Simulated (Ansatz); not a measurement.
# Sensitivity of the gradients in WS2 with Ta replacing W to the input

Cell: a supercell of WS2 (space group P6_3/mmc) built from an entry of the Crystallography Open Database (COD) (the entry's cell lengths or inner coordinates differ somewhat from later room-temperature determinations), with all atoms left at the host's positions.

```
CELL_PARAMETERS angstrom
6.36000 0.00000 0.00000
-4.77000 8.26188 0.00000
0.00000 0.00000 12.50000
ATOMIC_POSITIONS crystal
Ta 0.16667 0.22222 0.25000
W 0.16667 0.55556 0.25000
W 0.16667 0.88889 0.25000
W 0.66667 0.22222 0.25000
W 0.66667 0.55556 0.25000
W 0.66667 0.88889 0.25000
W 0.33333 0.11111 0.75000
W 0.33333 0.44444 0.75000
W 0.33333 0.77778 0.75000
W 0.83333 0.11111 0.75000
W 0.83333 0.44444 0.75000
W 0.83333 0.77778 0.75000
S 0.16667 0.22222 0.62500
S 0.16667 0.55556 0.62500
S 0.16667 0.88889 0.62500
S 0.66667 0.22222 0.62500
S 0.66667 0.55556 0.62500
S 0.66667 0.88889 0.62500
S 0.33333 0.11111 0.12500
S 0.33333 0.44444 0.12500
S 0.33333 0.77778 0.12500
S 0.83333 0.11111 0.12500
S 0.83333 0.44444 0.12500
S 0.83333 0.77778 0.12500
S 0.16667 0.22222 0.87500
S 0.16667 0.55556 0.87500
S 0.16667 0.88889 0.87500
S 0.66667 0.22222 0.87500
S 0.66667 0.55556 0.87500
S 0.66667 0.88889 0.87500
S 0.33333 0.11111 0.37500
S 0.33333 0.44444 0.37500
S 0.33333 0.77778 0.37500
S 0.83333 0.11111 0.37500
S 0.83333 0.44444 0.37500
S 0.83333 0.77778 0.37500
```

Sites (sets of like atoms) are named by element and the number of their first atom in this list.

Reference run. Method: Kohn–Sham DFT in Ansatz, PBE, plane waves and PAW, scalar-relativistic, 420 eV cutoff, Γ-centred 4×3×2 k-points, Fermi–Dirac smearing 0.01 eV, cell charge +1.

Question: The input is changed as follows: `hamiltonian.hubbard`: not typed → {sites: [{species: W, l: d, u_eff: 3.0}], double_counting: amf}; `scf.occupations.method`: fermi_dirac → cold; `magnetization`: not typed → {spin_polarized: true}. What happens to V_zz (10²¹ V/m²) and η?

Answer: 

```csv
site,atom,V_zz reference,η reference,V_zz changed,η changed
Ta,1,-18.16,0.03,-18.79,0.03
W2,2,-15.50,0.33,-16.61,0.35
W3,3,-15.71,0.26,-16.88,0.27
W4,4,-14.65,0.58,-15.76,0.62
W5,5,-15.56,0.27,-16.59,0.30
W6,6,-15.65,0.25,-16.90,0.24
W8,8,-16.37,0.00,-17.36,0.01
W11,11,-16.20,0.00,-17.12,0.00
S19,19,-4.90,0.61,-4.70,0.62
S20,20,-5.03,0.61,-4.82,0.61
S22,22,-4.87,0.64,-4.67,0.66
S23,23,-4.17,0.05,-4.33,0.04
```

The largest change of V_zz is on W6, from -15.65 to -16.90. In per cent, |V_zz| changes by +3 on Ta, +6 to +8 on W, -4 to +4 on S (all sites that start above 2). The table leaves out 10 of the 22 sites, with |V_zz| up to 17.38; their tensors move by 0.99 at most along any direction. The statements above cover all sites. The absolute magnetisation of the cell goes from 0.0 to 0.2 μB. SCF iterations: 11 and 34. New warnings: filled band counts differ across k points, seeded moment not kept, stability check not made.

On the reference run: The run isn't spin-polarised, and a state with spin may lie lower. The defect repeats with the cell of 36 atoms, so it feels its images: sites between two images don't show the values beside a lone defect, and zeros or small values of η there can come from the images' arrangement. S and W carry a gradient in the pure host already, so the values there aren't the defect's effect alone. A uniform background compensates the cell's charge. The defect cell has no gap above 0.1 eV on its mesh, so the values can hang on the smearing and the k-mesh. Without spin–orbit coupling the gradients at and beside Ta and W can be off by some per cent, at some sites by more. With these PAW files V_zz is typically within 2 to 3 % of all-electron values, but misses above 10 % occur on Ta. The neighbours have not yet relaxed around the defect (largest force 0.55 eV/Å), so a real crystal will differ.
